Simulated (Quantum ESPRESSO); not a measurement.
# AsSiF3O3: input and log of a self-consistent run

Simulated, not a measurement. The program is pw.x of Quantum ESPRESSO 7.5 (plane-wave density functional theory). The cell is made up: 8 atoms on a quartz lattice with one site empty, with randomly drawn elements, strain and displacements, not relaxed. PseudoDojo standard norm-conserving files (v0.5 for PBE, v0.4.1 for LDA and PBEsol) set the functional; there is no spin polarisation, spin-orbit coupling or dispersion term, and the masses in the input are unused placeholders.

Input:

```
&control calculation='scf', pseudo_dir='./dojo.nc.sr.pbe.v0_5.standard.upf', outdir='./o', disk_io='low', tprnfor=.true., tstress=.true. /
&system ibrav=0, nat=8, ntyp=4, nbnd=35, ecutwfc=84.00895049, nosym=.true., tot_charge=0,
 occupations='smearing', smearing='fd', degauss=0.0018374661
/
&electrons conv_thr=7.350e-09, electron_maxstep=60, /
ATOMIC_SPECIES
As 1.0 As.upf
F 1.0 F.upf
O 1.0 O.upf
Si 1.0 Si.upf
CELL_PARAMETERS angstrom
5.0739 -0.062 -0.0703
-2.5907 4.5026 0.0262
-0.0771 -0.0113 5.4803
ATOMIC_POSITIONS angstrom
As 2.3326 0.0048 3.5309
Si 1.3489 2.424 0.0299
F 1.4804 1.1349 4.0789
O 3.21 0.5581 2.4643
F 2.6782 2.6482 0.608
F 0.2661 1.883 1.1672
O -1.2253 3.3264 2.9791
O 0.6607 3.8299 4.8217
K_POINTS automatic
5 5 4 1 1 1
```

The log is shortened where brackets say so; the opening notice, blank lines, dates and the lines on written files are dropped, and the path of the files is cut. It prints rydbergs, bohrs and kilobars, and counts compression as positive stress. With no partly filled state, the Fermi energy that it prints is only some level between the filled and the empty states on the mesh, and need not lie in the true gap.

```
     Program PWSCF v.7.5
     Parallel version (MPI & OpenMP), running on       4 processor cores
     Number of MPI processes:                 4
     Threads/MPI process:                     1
     [start-up lines left out]
     bravais-lattice index     =            0
     lattice parameter (alat)  =       9.5899  a.u.
     unit-cell volume          =     838.7938 (a.u.)^3
     number of atoms/cell      =            8
     number of atomic types    =            4
     number of electrons       =        58.00
     number of Kohn-Sham states=           35
     kinetic-energy cutoff     =      84.0090  Ry
     charge density cutoff     =     336.0358  Ry
     scf convergence threshold =      7.3E-09
     mixing beta               =       0.7000
     number of iterations used =            8  plain     mixing
     Exchange-correlation= PBE
                           (   1   4   3   4   0   0   0)
     [axes and pseudopotential details left out]
   Cartesian axes
     site n.     atom                  positions (alat units)
         1        As     tau(   1) = (   0.4596468   0.0009459   0.6957760  )
         2        Si     tau(   2) = (   0.2658054   0.4776575   0.0058919  )
         3        F      tau(   3) = (   0.2917179   0.2236359   0.8037612  )
         4        O      tau(   4) = (   0.6325415   0.1099755   0.4855988  )
         5        F      tau(   5) = (   0.5277485   0.5218369   0.1198085  )
         6        F      tau(   6) = (   0.0524359   0.3710516   0.2300008  )
         7        O      tau(   7) = (  -0.2414496   0.6554785   0.5870419  )
         8        O      tau(   8) = (   0.1301932   0.7546949   0.9501325  )
     number of k points=    50  Fermi-Dirac smearing, width (Ry)=  0.0018
                       cart. coord. in units 2pi/alat
        k(    1) = (   0.1037442   0.1717156   0.1175638), wk =   0.0400000
        k(    2) = (   0.1069585   0.1722176   0.3491104), wk =   0.0400000
     [further k points left out]
     Dense  grid:    87217 G-vectors     FFT dimensions: (  60,  60,  64)
     Estimated max dynamical RAM per process >     190.06 MB
     Estimated total dynamical RAM >     696.38 MB
     Initial potential from superposition of free atoms
     starting charge      57.9991, renormalised to      58.0000
     Starting wfcs are   37 randomized atomic wfcs
     total cpu time spent up to now is        2.7 secs
     per-process dynamical memory:   147.0 Mb
     Self-consistent Calculation
     iteration #  1     ecut=    84.01 Ry     beta= 0.70
     Davidson diagonalization with overlap
     ethr =  1.00E-02,  avg # of iterations =  3.1
     total cpu time spent up to now is        8.1 secs
     total energy              =    -466.44672873 Ry
     estimated scf accuracy    <       2.28684033 Ry
     iteration #  2     ecut=    84.01 Ry     beta= 0.70
     Davidson diagonalization with overlap
     ethr =  3.94E-03,  avg # of iterations =  4.1
     total cpu time spent up to now is       13.4 secs
     total energy              =    -465.88163771 Ry
     estimated scf accuracy    <       7.35823406 Ry
     iteration #  3     ecut=    84.01 Ry     beta= 0.70
     Davidson diagonalization with overlap
     ethr =  3.94E-03,  avg # of iterations =  2.8
     total cpu time spent up to now is       18.0 secs
     total energy              =    -467.49464269 Ry
     estimated scf accuracy    <       0.62977386 Ry
     iteration #  4     ecut=    84.01 Ry     beta= 0.70
     Davidson diagonalization with overlap
     ethr =  1.09E-03,  avg # of iterations =  2.0
     total cpu time spent up to now is       22.0 secs
     total energy              =    -467.51182142 Ry
     estimated scf accuracy    <       0.16894608 Ry
     iteration #  5     ecut=    84.01 Ry     beta= 0.70
     Davidson diagonalization with overlap
     ethr =  2.91E-04,  avg # of iterations =  1.5
     total cpu time spent up to now is       25.8 secs
     total energy              =    -467.49824836 Ry
     estimated scf accuracy    <       0.05812041 Ry
     [iterations 6 to 9 left out]
     iteration # 10     ecut=    84.01 Ry     beta= 0.70
     Davidson diagonalization with overlap
     ethr =  6.41E-08,  avg # of iterations =  2.0
     total cpu time spent up to now is       48.7 secs
     total energy              =    -467.50543129 Ry
     estimated scf accuracy    <       0.00000768 Ry
     iteration # 11     ecut=    84.01 Ry     beta= 0.70
     Davidson diagonalization with overlap
     ethr =  1.32E-08,  avg # of iterations =  2.0
     total cpu time spent up to now is       52.7 secs
     total energy              =    -467.50543266 Ry
     estimated scf accuracy    <       0.00000035 Ry
     iteration # 12     ecut=    84.01 Ry     beta= 0.70
     Davidson diagonalization with overlap
     ethr =  6.07E-10,  avg # of iterations =  2.8
     total cpu time spent up to now is       57.2 secs
     total energy              =    -467.50543270 Ry
     estimated scf accuracy    <       0.00000008 Ry
     iteration # 13     ecut=    84.01 Ry     beta= 0.70
     Davidson diagonalization with overlap
     ethr =  1.35E-10,  avg # of iterations =  2.0
     total cpu time spent up to now is       61.6 secs
     total energy              =    -467.50543272 Ry
     estimated scf accuracy    <       0.00000001 Ry
     iteration # 14     ecut=    84.01 Ry     beta= 0.70
     Davidson diagonalization with overlap
     ethr =  2.13E-11,  avg # of iterations =  2.0
     total cpu time spent up to now is       65.7 secs
     End of self-consistent calculation
          k = 0.1037 0.1717 0.1176 ( 10911 PWs)   bands (ev):
   -34.6046 -34.2201 -34.0806 -33.9069 -33.8934 -26.3868 -23.8563 -21.8393
   -17.9199 -15.9192 -13.7909 -10.6462  -7.5377  -6.7387  -6.4769  -5.4834
    -4.6146  -4.1442  -3.9231  -2.5347  -2.4248  -2.2743  -1.4079  -1.1261
     0.1480   1.1480   1.3331   2.3529   2.8597   4.1622   7.8928   8.8316
     9.2571  10.0593  10.5840
     [levels at the other k points left out]
     the Fermi energy is     3.5231 ev
!    total energy              =    -467.50543272 Ry
     estimated scf accuracy    <          7.9E-10 Ry
     smearing contrib. (-TS)   =      -0.00000000 Ry
     internal energy E=F+TS    =    -467.50543272 Ry
     The total energy is F=E-TS. E is the sum of the following terms:
     one-electron contribution =    -355.98523006 Ry
     hartree contribution      =     203.43990888 Ry
     xc contribution           =    -109.39735255 Ry
     ewald contribution        =    -205.56275899 Ry
     convergence has been achieved in  14 iterations
     Forces acting on atoms (cartesian axes, Ry/au):
     atom    1 type  1   force =     0.07143477   -0.57376828   -0.14391374
     atom    2 type  4   force =    -0.27871313    0.08745794   -0.01094337
     atom    3 type  2   force =    -0.31502988    0.43702453    0.27459920
     atom    4 type  3   force =     0.24262666    0.16890630   -0.24815078
     atom    5 type  2   force =     0.15748699    0.00565848    0.04146555
     atom    6 type  2   force =     0.08345755    0.00649410   -0.09986466
     atom    7 type  3   force =    -0.05882397   -0.01892781    0.04839755
     atom    8 type  3   force =     0.09756102   -0.11284527    0.13841025
     Total force =     1.022836     Total SCF correction =     0.000064
     Computing stress (Cartesian axis) and pressure
          total   stress  (Ry/bohr**3)                   (kbar)     P=      174.88
   0.00157268  -0.00025488  -0.00043688          231.35      -37.49      -64.27
  -0.00025488   0.00113090   0.00028404          -37.49      166.36       41.78
  -0.00043688   0.00028404   0.00086279          -64.27       41.78      126.92
     init_run     :      2.57s CPU      2.68s WALL (       1 calls)
     electrons    :     62.70s CPU     62.98s WALL (       1 calls)
     forces       :      0.71s CPU      0.72s WALL (       1 calls)
     stress       :      2.46s CPU      2.46s WALL (       1 calls)
     [timing details left out]
     PWSCF        :   1m 8.53s CPU   1m 8.94s WALL
     JOB DONE.
```

In other units: free energy -6360.735 eV for the cell, pressure 17.49 GPa, largest force component 14.752 eV/Å. A rerun of this cell at 1437 eV and a 7 x 7 x 6 mesh moved values by no more than 0.004 eV in energy, 0.02 GPa in stress and 0.003 eV/Å in force.